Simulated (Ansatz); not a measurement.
A strain series on WSe2 (2H-MoS2 type): uniaxial along z, other directions held

WSe2 in the 2H-MoS2-type structure, relaxed with r2SCAN+rVV10 in the plane-wave code Ansatz, then strained (uniaxial along z, other directions held; changes of length per length, axes as in the cell below) with the atoms relaxed again within the symmetry that is left. The symmetry is P6_3/mmc (No. 194, hexagonal); a = 3.300 Å, c = 13.149 Å in the conventional setting, 20.66 Å³ an atom. W is surrounded by 6 Se at 2.53 Å; Se is surrounded by 3 W at 2.53 Å. The values are computed, non-magnetic, and not measurements.

```xyz
6
Lattice="3.2997 0.0000 0.0000 -1.6498 2.8576 0.0000 0.0000 0.0000 13.1487" Properties=species:S:1:pos:R:3 pbc="T T T"
W     0.0000    1.9051    3.2872
W     1.6498    0.9525    9.8615
Se    1.6498    0.9525    4.9526
Se    1.6498    0.9525    1.6218
Se    0.0000    1.9051   11.5269
Se    0.0000    1.9051    8.1961
```

Gaps are the least over each mesh (PBE 12×12×2, r2SCAN 12×12×2, r2SCAN+SOC 12×12×2, HSE06 6×6×2 when unstrained) and the special points, which keep their unstrained names.

```
strain (%)  gap, PBE (eV)  gap, r2SCAN (eV)  gap, r2SCAN+SOC (eV)  gap, HSE06 (eV)    edges, HSE06
      -4.0          0.827             0.941                 0.870            1.274  Γ → Γ–K (0.54)
      -3.0          0.877             0.993                 0.920            1.332  Γ → Γ–K (0.54)
      -2.0          0.926             1.044                 0.970            1.389  Γ → Γ–K (0.54)
      -1.0          0.974             1.094                 1.018            1.445  Γ → Γ–K (0.54)
       0.0          1.022             1.143                 1.066            1.500  Γ → Γ–K (0.54)
      +1.0          1.069             1.191                 1.112            1.553  Γ → Γ–K (0.54)
      +2.0          1.114             1.237                 1.157            1.605  Γ → Γ–K (0.54)
      +3.0          1.159             1.283                 1.200            1.655  Γ → Γ–K (0.54)
      +4.0          1.202             1.326                 1.234            1.704  Γ → Γ–K (0.54)
```

Between zero and the nearest strains the slope of the HSE06 gap against strain is +0.055 eV per percent for negative and +0.053 for positive strain.

Only the levels marked +SOC include spin-orbit coupling.

Where an edge lies off the special points, it is a point of the mesh or the k point where a search put PBE's edge or least direct gap, reused for the other functionals, whose own edges may lie a little apart.

The meshes of the hybrids are coarse, so their gaps aren't converged to the digits shown.
